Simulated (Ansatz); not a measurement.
# Squeezing Cd (bcc type)

```
CELL_PARAMETERS angstrom
-1.74805 1.74805 1.74805
1.74805 -1.74805 1.74805
1.74805 1.74805 -1.74805
ATOMIC_POSITIONS crystal
Cd 0.00000 0.00000 0.00000
```

The cell comes from a relaxation on PAW files under the same functional, begun from a prototype that needn't be the stable phase.

Its volume is scaled at fixed shape and fractional positions.

Level of theory: DFT with PBEsol, scalar-relativistic, in Ansatz 0.2.0; a Γ-centred 15×15×15 k mesh, Fermi–Dirac smearing of 0.1 eV, no spin polarisation. LAPW: all electrons, basis error target 1 meV/atom; PAW: frozen-core files, cutoff 420 eV; crystal datasets: all electrons, by PAW datasets that the program makes for each cell; norm-conserving: pseudopotentials, cutoff 1388 eV; PAW (cutoff 600 eV): frozen-core files, cutoff 600 eV.

Energies are extrapolated to zero smearing and count from the unscaled cell; pressure is positive in compression; gaps take the mesh and a band path. No temperature or zero-point motion is included.

The PAW files were made under PBE. The structure type is held throughout; the real material can change phase at far lower pressure.

| V/V0 | V (Å³/atom) | P LAPW (GPa) | ΔE LAPW (eV/atom) | P PAW − LAPW (GPa) | ΔE PAW − LAPW (meV/atom) |
| --- | --- | --- | --- | --- | --- |
| 1.00 | 21.37 | -0.03 | 0.000 | 0.01 | 0.0 |
| 0.92 | 19.66 | 5.58 | 0.027 | 0.01 | 0.1 |
| 0.84 | 17.95 | 15.24 | 0.133 | 0.02 | 0.3 |
| 0.76 | 16.24 | 31.8 | 0.376 | 0.01 | 0.5 |
| 0.68 | 14.53 | 61.2 | 0.856 | -0.01 | 0.6 |
| 0.60 | 12.82 | 115.0 | 1.765 | -0.06 | 0.3 |
| 0.52 | 11.11 | ? | ? | ? | ? |
| 0.45 | 9.61 | 394.2 | 6.254 | -0.37 | -2.9 |

**Question.** Fit the Vinet equation to the LAPW pressures shown (residuals weighted by 1/(|P| + 0.03·Pmax)), and predict the pressure of the withheld row.

**Answer.** The fit gives V0 = 21.39 Å³/atom, B0 = 49.5 GPa and B0′ = 6.38. At 11.11 Å³/atom, x = (V/V0)^(1/3) = 0.8038, and P = 3·B0·(1 − x)/x²·exp[1.5·(B0′ − 1)·(1 − x)] = 219.4 GPa. The run itself gave 218.7 GPa (+0.3 % off) and ΔE = 3.481 eV/atom.

**Question.** At the smallest volume, how far do crystal datasets and norm-conserving and PAW (cutoff 600 eV) lie from LAPW in pressure?

**Answer.** crystal datasets: 0.00 GPa; norm-conserving: +2.90 GPa; PAW (cutoff 600 eV): -0.48 GPa, on a LAPW pressure of 394.2 GPa.
